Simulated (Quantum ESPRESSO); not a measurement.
**Band energies of CsOH**

```
CsOH
1.0
    2.16114    -5.69133     0.00000
    2.16114     5.69133     0.00000
    0.00000     0.00000     4.50427
H O Cs
2 2 2
Direct
  0.53301   0.46699   0.60760
  0.46699   0.53301   0.10760
  0.59166   0.40834   0.76542
  0.40834   0.59166   0.26542
  0.86163   0.13837   0.73669
  0.13837   0.86163   0.23669
```

norm-conserving LDA (Quantum ESPRESSO, 84 Ry, without SOC); path ΓXSRAZΓYX1A1TY,ZT; energies in eV from the valence-band maximum.

| k (1/Å) | point | band 12 | band 13 | band 14 | band 15 | band 16 | band 17 | band 18 | band 19 |
|---|---|---|---|---|---|---|---|---|---|
| 0.00 | Γ | -3.25 | -0.37 | -0.34 | -0.14 | 0.00 | 3.60 | 4.03 | 5.63 |
| 0.21 |  | -3.31 | -0.52 | -0.43 | -0.17 | -0.07 | 4.05 | 4.35 | 5.62 |
| 0.62 |  | -3.58 | -0.87 | -0.67 | -0.39 | -0.29 | 5.41 | 5.49 | 6.04 |
| 0.83 | X | -3.63 | -0.73 | -0.62 | -0.45 | -0.37 | 5.00 | 5.56 | 6.53 |
| 0.83 | S | -3.57 | -0.79 | -0.63 | -0.49 | -0.38 | 5.26 | 5.35 | 6.31 |
| 1.06 |  | -3.56 | -0.65 | -0.49 | -0.35 | -0.35 | 5.02 | 5.44 | 6.70 |
| 1.53 | R | -3.55 | -0.30 | -0.30 | -0.03 | -0.03 | 5.06 | 5.06 | 6.06 |
| 1.53 | A | -3.59 | -0.32 | -0.32 | -0.07 | -0.07 | 4.83 | 4.83 | 6.78 |
| 1.70 |  | -3.52 | -0.26 | -0.26 | -0.06 | -0.06 | 4.80 | 4.80 | 6.71 |
| 2.03 |  | -3.57 | -0.38 | -0.38 | -0.22 | -0.22 | 5.13 | 5.13 | 6.33 |
| 2.19 |  | -3.68 | -0.52 | -0.52 | -0.27 | -0.27 | 5.11 | 5.11 | 6.33 |
| 2.36 | Z | -3.73 | -0.57 | -0.57 | -0.29 | -0.29 | 5.03 | 5.03 | 6.48 |
| 2.54 |  | -3.58 | -0.58 | -0.45 | -0.33 | -0.26 | 4.64 | 5.25 | 6.22 |
| 2.88 |  | -3.29 | -0.38 | -0.34 | -0.21 | -0.07 | 3.90 | 4.19 | 5.34 |
| 3.06 | Γ | -3.25 | -0.37 | -0.34 | -0.14 | 0.00 | 3.60 | 4.03 | 5.63 |
| 3.43 |  | -3.46 | -0.48 | -0.24 | -0.24 | -0.03 | 4.04 | 4.67 | 5.42 |
| 3.61 | Y | -3.57 | -0.48 | -0.28 | -0.18 | -0.06 | 3.95 | 5.12 | 5.85 |
| 3.82 |  | -3.59 | -0.47 | -0.33 | -0.26 | -0.18 | 4.23 | 5.33 | 5.53 |
| 4.23 | X1 | -3.63 | -0.73 | -0.62 | -0.45 | -0.37 | 5.00 | 5.56 | 6.53 |
| 4.41 |  | -3.64 | -0.66 | -0.55 | -0.37 | -0.36 | 5.08 | 5.33 | 6.30 |
| 4.76 |  | -3.61 | -0.39 | -0.34 | -0.13 | -0.09 | 4.82 | 4.95 | 6.71 |
| 4.93 | A1 | -3.59 | -0.32 | -0.32 | -0.07 | -0.07 | 4.83 | 4.83 | 6.78 |
| 5.09 |  | -3.68 | -0.41 | -0.41 | -0.14 | -0.14 | 4.93 | 4.93 | 7.03 |
| 5.24 |  | -3.81 | -0.51 | -0.51 | -0.25 | -0.25 | 5.03 | 5.03 | 6.90 |
| 5.55 | T | -3.98 | -0.53 | -0.53 | -0.46 | -0.46 | 5.10 | 5.10 | 6.32 |
| 5.78 |  | -3.75 | -0.52 | -0.47 | -0.39 | -0.38 | 4.99 | 5.26 | 5.86 |
| 6.02 |  | -3.61 | -0.46 | -0.38 | -0.25 | -0.17 | 4.29 | 5.32 | 6.14 |
| 6.13 |  | -3.58 | -0.47 | -0.31 | -0.20 | -0.09 | 4.04 | 5.19 | 5.96 |
| 6.25 | Y | -3.57 | -0.48 | -0.28 | -0.18 | -0.06 | 3.95 | 5.12 | 5.85 |
| 6.25 | Z | -3.73 | -0.57 | -0.57 | -0.29 | -0.29 | 5.03 | 5.03 | 6.48 |
| 6.53 |  | -3.84 | -0.52 | -0.52 | -0.42 | -0.42 | 5.00 | 5.00 | 6.68 |
| 6.80 | T | -3.98 | -0.53 | -0.53 | -0.46 | -0.46 | 5.10 | 5.10 | 6.32 |

The LDA gap is direct, 3.60 eV at Γ.

Geometry of the Materials Project entry, not relaxed at this level.

The structure is a Materials Project entry; no match was found in the copy of COD used, and its stability was not checked.

Letters of k points follow the standard setting of the lattice, whose axes may be ordered differently from the printed cell.
